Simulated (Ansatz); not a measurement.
Level of theory: DFT PBE, scalar-relativistic, plane waves, PAW, and for the lanthanide a 4f-in-core norm-conserving potential (Ansatz). Cutoff 690 eV, Γ-centred meshes of about 0.25 Å⁻¹ or finer for metals and 0.3 Å⁻¹ for insulators (2π included), Gaussian smearing. No spin polarisation.

Relaxed structures of LiTmH4, with energies over the first row. Coordination counts H atoms around Li and Tm (those within 1.25 times the shortest such distance or 1.15 times the sum of covalent radii, 1.27 where that leaves under three; a plus sign parts nearer from farther groups).

| # | form | sites | V (Å³/atom) | coordination | ΔE (meV/atom) |
| --- | --- | --- | --- | --- | --- |
| 1 | R3m | Li 3a; Tm 3a; H 3a, 3a, 3a, 3a | 9.9 | Li 5, Tm 10 | 0 |
| 2 | P4/mmm | Li 1a; Tm 1d; H 4i | 10.4 | Li 8, Tm 8 | 66 |
| 3 | Cmmm | Li 2c; Tm 2a; H 4i, 4h | 10.6 | Li 2, Tm 6 | 147 |
| 4 | Cmm2 | Li 2a; Tm 2b; H 4e, 4c | 9.6 | Li 6, Tm 2+4 | 154 |

A further structure, relaxed alike:

```
CELL_PARAMETERS angstrom
1.71753 0.99162 5.27448
-1.71753 0.99162 5.27448
0.00000 -1.98323 5.27448
ATOMIC_POSITIONS crystal
Li 0.50000 0.50000 0.50000
Tm 0.00000 0.00000 0.00000
H 0.62599 0.62599 0.62599
H 0.37401 0.37401 0.37401
H 0.76997 0.76997 0.76997
H 0.23003 0.23003 0.23003
```

Problem. Place it among the others.

Solution. It falls between rows 2 and 3, 82 meV/atom above row 1, with space group R-3m (No. 166) and 9.0 Å³/atom. Counting H atoms around Li and Tm, this cell has Li 2+6, Tm 6+6 and row 1 has Li 5, Tm 10. Around Li lie 2 H at 1.99 Å, 6 H at 2.22 Å and 6 Tm at 3.30 Å; Tm is surrounded by 6 H at 2.09 Å, 6 H at 2.57 Å and 6 Li at 3.30 Å; H on its first site has 1 Li at 1.99 Å, 3 Tm at 2.09 Å and 7 H at 2.22–2.36 Å; H on its second site is surrounded by 4 H at 2.22–2.28 Å, 3 Li at 2.22 Å, 3 Tm at 2.57 Å and 3 H at 2.82 Å.

The k mesh leaves some 4 meV/atom of noise in the energy of each metallic cell. With hydrogen, zero-point motion can shift such differences by 10 meV/atom or more. With atoms moved at random, the further cell (by 145 meV/atom) fell into a lower structure and row 2 came back. Row 1, row 3 and row 4 had no clear such test and can be saddle points.

The lanthanide is trivalent by construction, without f bands, f moments or other valences.
